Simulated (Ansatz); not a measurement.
TaN (rock salt, Fm-3m) under volume change, the program Ansatz at the r²SCAN level (PAW), scaled uniformly.

```tsv
V (Å³/atom)	E − E(relaxed) (meV/atom)	P (GPa)
9.664	111.8	40.80
9.982	(withheld)	(withheld)
10.301	(withheld)	(withheld)
10.619	0.0	0.00
10.938	10.0	-9.75
11.256	37.8	-18.04
11.575	80.8	-25.07
```

Q: Fill in the missing entries.

A: 
- 9.982, E − E(relaxed) (meV/atom): 46.9
- 9.982, P (GPa): 24.94
- 10.301, E − E(relaxed) (meV/atom): 11.1
- 10.301, P (GPa): 11.46

Q: What does a third-order Birch–Murnaghan fit give for V₀, B₀ and B′?

A: V₀ = 10.62 Å³/atom, B₀ = 352 GPa, B′ = 4.4.

This is a known high-temperature phase of the composition, computed here at zero pressure and temperature. The cell was relaxed with r²SCAN under the symmetry of its start; whether a distortion lowers the energy is not shown. The run is not spin-polarised. Spin–orbit coupling is left out wherever it is not named.

Potentials: the earlier of the program's two PAW sets. The files were generated under PBE; for other functionals the program regenerates the frozen cores, and for LDA and PBEsol the local potential too.
